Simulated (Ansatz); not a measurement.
## SnPt₃ squeezed and stretched

A database entry relaxed whole under r2SCAN (Pm-3m):

```
Sn Pt
1.0
     4.02520    0.00000    0.00000
     0.00000    4.02520    0.00000
     0.00000    0.00000    4.02520
Sn Pt
1 3
Cartesian
  0.0000 0.0000 0.0000
  0.0000 2.0126 2.0126
  2.0126 0.0000 2.0126
  2.0126 2.0126 0.0000
```

The cell was scaled uniformly, its shape held, and the atoms relaxed at each volume with plane-wave PAW DFT (Ansatz 0.2.0; r2SCAN, 500 eV, 8×8×8 Γ-centred mesh, fermi-dirac occupations of width 0.100 eV; no spin, no spin-orbit coupling). One row is withheld.

| volume (Å³/atom) | energy over the lowest (meV/atom) | pressure (GPa) |
| --- | --- | --- |
| 15.326 | 45.9 | 16.15 |
| 15.652 | 19.5 | 10.07 |
| 15.978 | ? | ? |
| 16.304 | 0.0 | 0.00 |
| 16.630 | 4.4 | -4.14 |
| 16.957 | 16.7 | -7.78 |
| 17.283 | 35.9 | -10.97 |

Question: Fit the pressures of the other rows to the third-order Birch-Murnaghan form.

Answer: With f = [(V₀/V)^(2/3) − 1]/2 and P = 3B₀f(1 + 2f)^(5/2)[1 + 3(B₀′ − 4)f/2], least squares gives V₀ = 16.30 Å³ an atom, B₀ = 221 GPa and B₀′ = 5.4; the rows miss the fit by less than 0.01 GPa. The slope of the energies differs from these pressures by less than 0.05 GPa.

Question: What does the withheld row hold?

Answer: The fit gives 4.71 GPa at 15.978 Å³; the run gave 4.71 GPa and 4.6 meV an atom.

Caveats: the shape of the cell was held; 0 K, fixed nuclei; the symmetry was kept, and this need not be the phase that is stable at 0 K; one mesh for all volumes; pressure is positive in compression.
